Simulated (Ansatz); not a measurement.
CaMgAsO₄F in space group C2/c (No. 15; Pearson symbol mS32), the program Ansatz at the r²SCAN level (PAW). The conduction-band minimum lies at Γ, with 1 equivalent valley. Second derivatives d²E/dk² of the lowest band at one valley (eV·Å²), along Cartesian directions:

```json
[
 {"direction": "[100]", "d²E/dk²": "15.88"},
 {"direction": "[010]", "d²E/dk²": "15.95"},
 {"direction": "[001]", "d²E/dk²": "15.24"},
 {"direction": "[110]", "d²E/dk²": "15.91"},
 {"direction": "[101]", "d²E/dk²": "14.46"},
 {"direction": "[011]", "d²E/dk²": "15.60"}
]
```

Problem. Find the principal effective masses, the density-of-states mass and the conductivity mass.

Solution. Off-diagonal terms follow from H_xy = H[110] − (H_xx + H_yy)/2, and m*/mₑ = 7.620 eV·Å² over each eigenvalue: 0.46, 0.48, 0.53. One valley's DOS mass (m₁m₂m₃)^(1/3) = 0.49, conductivity mass 3/(Σ 1/mᵢ) = 0.49 mₑ.

Problem. What effective density of states Nc follows at 300 K for parabolic valleys?

Solution. Nc = 2.509e19 × 1 × (0.49)^(3/2) ≈ 8.6e18 cm⁻³.

The workflow started from a Materials Project entry (that database holds measured and hypothetical structures alike); the Crystallography Open Database files this formula in space group No. 15, but the cells were not matched. Its standing as an ambient phase is unchecked. Symmetry was held in the r²SCAN relaxation; its stability against distortions is not shown here. Spin–orbit coupling is left out wherever it is not named.

Potentials: the later of the program's two PAW sets.

Edges and masses are those of Kohn–Sham bands, whose gap is no quasiparticle gap.
